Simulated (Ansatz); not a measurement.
Relaxed Cu (fcc, Cu type):

```yaml
crystal:
  lattice:
    - [3.56378, 0.00000, 0.00000]
    - [0.00000, 3.56378, 0.00000]
    - [0.00000, 0.00000, 3.56378]
  atoms:
    - { symbol: Cu, position: [0.00000, 0.00000, 0.00000] }
    - { symbol: Cu, position: [0.50000, 0.50000, 0.00000] }
    - { symbol: Cu, position: [0.50000, 0.00000, 0.50000] }
    - { symbol: Cu, position: [0.00000, 0.50000, 0.50000] }
```

Scan: atom 4 (Cu, nearest neighbour Cu at 2.520 Å; its periodic images, 3.6 Å or more away, move with it) is displaced towards the nearest neighbour, direction (-0.707, -0.707, 0.000) in Cartesian axes, by s. The other atoms stay.

The numbers are results of PBEsol (plane waves to 420 eV, PAW, scalar-relativistic; Ansatz, a quantum-chemistry and plane-wave program), not measurements. k mesh 11×11×11 (Γ-centred), Fermi-Dirac smearing 0.05 eV. Energies are smeared free energies. With partly filled bands, energies and forces of such displacements shift with the k mesh and the smearing. Cu is run without spin polarisation. Cu was relaxed with its symmetry unable to fall. ΔE is measured from the undisplaced structure. The last digit holds for this mesh only.

```json
[
 {"s (Å)": "-0.500", "ΔE (meV/cell)": "1200.2"},
 {"s (Å)": "-0.400", "ΔE (meV/cell)": "708.9"},
 {"s (Å)": "-0.300", "ΔE (meV/cell)": "375.2"},
 {"s (Å)": "-0.200", "ΔE (meV/cell)": "withheld"},
 {"s (Å)": "-0.100", "ΔE (meV/cell)": "39.0"},
 {"s (Å)": "0.000", "ΔE (meV/cell)": "0.0"},
 {"s (Å)": "0.100", "ΔE (meV/cell)": "39.0"},
 {"s (Å)": "0.200", "ΔE (meV/cell)": "withheld"},
 {"s (Å)": "0.300", "ΔE (meV/cell)": "375.2"},
 {"s (Å)": "0.400", "ΔE (meV/cell)": "708.9"},
 {"s (Å)": "0.500", "ΔE (meV/cell)": "1200.2"}
]
```

Q: Fit an even polynomial form (powers 2, 4, 6) to the given rows and predict ΔE at s = 0.200.

A: Least squares on the 9 given rows: ΔE = (3866)·s² + (3151)·s⁴ + (2348)·s⁶, in meV/cell with s in Å; root-mean-square residual 0.05 meV/cell. At 0.200 the fit gives 159.8 meV/cell; the calculation gives 159.8 meV/cell, the same to the digits shown. The quadratic term alone would give 154.6 meV/cell.

(A displaced cell: forces are minus the slopes of the energy, force constants its curvatures, and phonons follow from these.)
